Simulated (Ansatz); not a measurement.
MgVFeP4O14, one structure, two calculations

Cell: a computed structure from the Materials Project (it need not be an observed phase).

```
CELL_PARAMETERS angstrom
4.91924 0.00000 0.00000
-2.24941 6.56930 0.00000
-0.11885 -0.08779 8.36576
ATOMIC_POSITIONS crystal
Mg 0.18605 0.70722 0.12224
V 0.20441 0.73186 0.50407
Fe 0.76632 0.26549 0.98142
P 0.37823 0.51979 0.81020
P 0.21387 0.09527 0.21102
P 0.78461 0.91487 0.71512
P 0.60598 0.49452 0.30975
O 0.05469 0.86267 0.67722
O 0.11102 0.89474 0.30384
O 0.15394 0.51064 0.94305
O 0.25530 0.50958 0.64300
O 0.39164 0.61655 0.30396
O 0.59586 0.91014 0.56771
O 0.60397 0.74568 0.84377
O 0.42140 0.25827 0.33213
O 0.39284 0.04756 0.07296
O 0.53305 0.36652 0.83864
O 0.75907 0.50986 0.14731
O 0.80887 0.54341 0.45174
O 0.85973 0.10963 0.81462
O 0.97474 0.17263 0.15636
```

Atom numbers follow the list; atoms alike are taken as one site, whose name carries the number of the first.

First run. Method: Kohn–Sham DFT in Ansatz, PBE, plane waves and PAW, scalar-relativistic, collinear spin, 420 eV cutoff, Γ-centred 5×4×3 k-points, Fermi–Dirac smearing 0.02 eV. Start moments as typed (μB): 1 on each V, 4 on each Fe, none on the rest.

```json
{"site": "Mg", "atom": "1", "V_zz (10²¹ V/m²)": "-2.29", "η": "0.08", "m (μB)": "0.00"}
{"site": "V", "atom": "2", "V_zz (10²¹ V/m²)": "-6.64", "η": "0.88", "m (μB)": "-1.40"}
{"site": "Fe", "atom": "3", "V_zz (10²¹ V/m²)": "3.09", "η": "0.43", "m (μB)": "3.70"}
{"site": "P5", "atom": "5", "V_zz (10²¹ V/m²)": "4.19", "η": "0.71", "m (μB)": "0.00"}
{"site": "P6", "atom": "6", "V_zz (10²¹ V/m²)": "5.54", "η": "0.10", "m (μB)": "0.00"}
{"site": "P7", "atom": "7", "V_zz (10²¹ V/m²)": "4.51", "η": "0.43", "m (μB)": "0.00"}
{"site": "O8", "atom": "8", "V_zz (10²¹ V/m²)": "9.57", "η": "0.08", "m (μB)": "0.01"}
{"site": "O10", "atom": "10", "V_zz (10²¹ V/m²)": "9.10", "η": "0.65", "m (μB)": "0.06"}
{"site": "O11", "atom": "11", "V_zz (10²¹ V/m²)": "9.26", "η": "0.38", "m (μB)": "0.01"}
{"site": "O13", "atom": "13", "V_zz (10²¹ V/m²)": "9.28", "η": "0.26", "m (μB)": "0.01"}
{"site": "O14", "atom": "14", "V_zz (10²¹ V/m²)": "12.48", "η": "0.57", "m (μB)": "0.01"}
{"site": "O16", "atom": "16", "V_zz (10²¹ V/m²)": "-8.56", "η": "0.94", "m (μB)": "0.06"}
{"site": "O18", "atom": "18", "V_zz (10²¹ V/m²)": "9.17", "η": "0.53", "m (μB)": "0.04"}
{"site": "O20", "atom": "20", "V_zz (10²¹ V/m²)": "10.27", "η": "0.17", "m (μB)": "0.11"}
```

Second run. The same atoms and settings, except that the mesh is 7×5×4 and the Fermi–Dirac smearing is 0.05 eV.

(1) What does the second run give?

## Answers

(1) 

```csv
site,atom,V_zz,η,change of V_zz,m (μB)
Mg,1,-2.29,0.08,0.00,0.00
V,2,-6.72,0.84,-0.08,-1.39
Fe,3,2.80,0.44,-0.29,3.69
P5,5,4.20,0.70,+0.01,0.00
P6,6,5.56,0.12,+0.02,0.00
P7,7,4.50,0.43,-0.01,0.00
O8,8,9.54,0.08,-0.03,0.01
O10,10,9.09,0.64,-0.01,0.06
O11,11,9.26,0.38,0.00,0.00
O13,13,9.26,0.26,-0.02,0.01
O14,14,12.47,0.57,-0.01,0.01
O16,16,-8.53,0.95,+0.03,0.06
O18,18,9.17,0.52,0.00,0.04
O20,20,10.31,0.15,+0.04,0.11
```

The largest change of V_zz is on Fe, from 3.09 to 2.80. In per cent, |V_zz| changes by 0 on Mg, +1 on V, -9 on Fe, 0 on P, 0 on O (all sites that start above 2). The table leaves out 7 of the 21 sites, with |V_zz| up to 13.43; their tensors move by 0.04 at most along any direction. The statements above cover all sites. Isomer shifts (Fe against α-Fe, from the density at the nucleus and a line fitted to measured compounds for each functional; the lines scatter by about 0.1 mm/s, so smaller changes between functionals mean little): Fe 0.78 → 0.79 mm/s. The first run finds no gap above 0.1 eV, the second does.

The largest force is 1.1 eV/Å, so the atoms aren't at the calculated equilibrium and relaxing them would move these values. The moments were started parallel, and the run ended with some of them reversed. With these PAW files V_zz is typically within 2 to 3 % of all-electron values, but misses above 10 % occur on Fe. The magnetic order is the one that the run reached from its start moments, not necessarily the measured one.
For the first run: Semilocal functionals can leave a metal where correlation in the d or f shell opens a gap in the real compound, and that would change the values at and beside Fe and V. The run lost the sense of its start on V, where the moments end reversed; a state with other moments may lie lower.
For the second run: The program didn't check the stability of this electronic state in full, so a lower one may lie near.
